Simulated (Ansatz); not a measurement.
Consider the following.

BaGaSnH:
```xyz
4
Lattice="4.5316 0.0000 0.0000 -2.2658 3.9245 0.0000 0.0000 0.0000 5.2071" Properties=species:S:1:pos:R:3 pbc="T T T"
Ba     0.0000     2.6163     5.2060
Ga     0.0000     0.0000     2.1688
Sn     2.2658     1.3082     2.8277
H      0.0000     0.0000     0.4393
```

This is the PBEsol-relaxed structure.

Question: All from plane-wave PAW PBEsol (Ansatz code), unless another level is named. Estimate the formation energy from the elements (no fitted shifts).

Answer: -54 kJ/mol of atoms.

Question: Next, the electron effective mass?

Answer: 0.018, 0.018, 0.13 mₑ (principal values).

Question: Next, the weight of the conduction-edge state by species (Voronoi cells)?

Answer: Ga 46 %, Sn 38 %, H 12 %, Ba 5 %.

Question: And the weight of the valence-edge state by species (Voronoi cells)?

Answer: Sn 48 %, Ga 41 %, H 6 %, Ba 4 %.

Question: And the valence-band maximum?

Answer: at A.

Space group P3m1. The workflow started from a Materials Project entry (that database holds measured and hypothetical structures alike); the Crystallography Open Database files this formula in space group No. 156, but the cells were not matched. Whether it is the stable phase at ambient conditions was not checked. Symmetry was held in the PBEsol relaxation; whether a distortion lowers the energy is not shown. The references are the lowest solids computed at this level, not always the standard phases (solids in place of the gases). Spin–orbit coupling is left out wherever it is not named.

Potentials: the later of the program's two PAW sets.

Edges and masses are those of Kohn–Sham bands, whose gap is no quasiparticle gap.
